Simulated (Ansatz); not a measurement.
Given:

Ni$_{3}$S$_{4}$:
```
Ni3S4
1.0
    0.00000     4.69605     4.69605
    4.69605     0.00000     4.69605
    4.69605     4.69605     0.00000
Ni S
6 8
Direct
  0.62500   0.62500   0.12500
  0.62500   0.12500   0.62500
  0.62500   0.62500   0.62500
  0.12500   0.62500   0.62500
  0.25000   0.25000   0.25000
  0.00000   0.00000   0.00000
  0.86676   0.86676   0.86676
  0.85029   0.38324   0.38324
  0.86676   0.86676   0.39971
  0.38324   0.85029   0.38324
  0.39971   0.86676   0.86676
  0.38324   0.38324   0.38324
  0.86676   0.39971   0.86676
  0.38324   0.38324   0.85029
```

This is the r²SCAN-relaxed structure.

All from plane-wave PAW r²SCAN (Ansatz code), unless another level is named. Give the electronic character.

metallic (no gap).

Give the formation energy from the elements (no fitted shifts).

-0.48 eV/atom.

Give the density of states at the Fermi level.

0.60 states/eV per atom (mean over ±0.08 eV).

Space group Fd-3m. The first step of the workflow began from a Materials Project structure, measured or hypothetical; the Crystallography Open Database files this formula in space group No. 227, but the cells were not matched. Its standing as an ambient phase is unchecked. Symmetry was held in the r²SCAN relaxation; whether a distortion lowers the energy is not shown. The run is not spin-polarised. The references are the lowest solids computed at this level, not always the standard phases.

Potentials: the later of the program's two PAW sets.
